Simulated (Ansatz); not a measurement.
Structure optimisation: yttrium, dhcp

These are results of DFT, r2SCAN, plane waves (500 eV) with PAW, scalar-relativistic in Ansatz, not measurements. The PAW files were generated under PBE, with cores re-solved for the functional.

k-point mesh 10×10×3, Fermi-Dirac smearing 0.05 eV, starting moments 1.00 ×4 μB. Cell and atoms relax.

Starting structure:

```xyz
4
Lattice="3.6008 0.0000 0.0000 -1.8004 3.1183 0.0000 0.0000 0.0000 11.7601" Properties=species:S:1:pos:R:3 pbc="T T T"
Y     0.0000    0.0000    0.0000
Y     0.0000    0.0000    5.8800
Y     0.0000    2.0789    2.9400
Y     1.8004    1.0394    8.8200
```

Q: The pressure at the start is 1.1 GPa. By how much does the volume change?

A: From 33.01 to 33.90 Å³ per atom, 2.7 %. The final cell has a = 3.639 Å, c = 11.825 Å (c/a = 3.250).

Q: How much energy does the relaxation gain?

A: 3.1 meV per atom.

Path of the relaxation (the plane waves are chosen anew near the end, which can shift the energy a little):

```
step  E − E(final) (meV/atom)  V (Å³/atom)  P (GPa)  max force (eV/Å)
   0                     3.09       33.012     1.08             0.000
   1                     0.20       33.993    -0.11             0.000
   2                     0.13       33.898     0.00             0.000
   3                     0.00       33.898     0.00             0.000
```

Q: Which magnetic state does it end in?

A: ferromagnetic, net 0.56 μB per atom; moments 0.35 ×2, 0.31 ×2 μB.
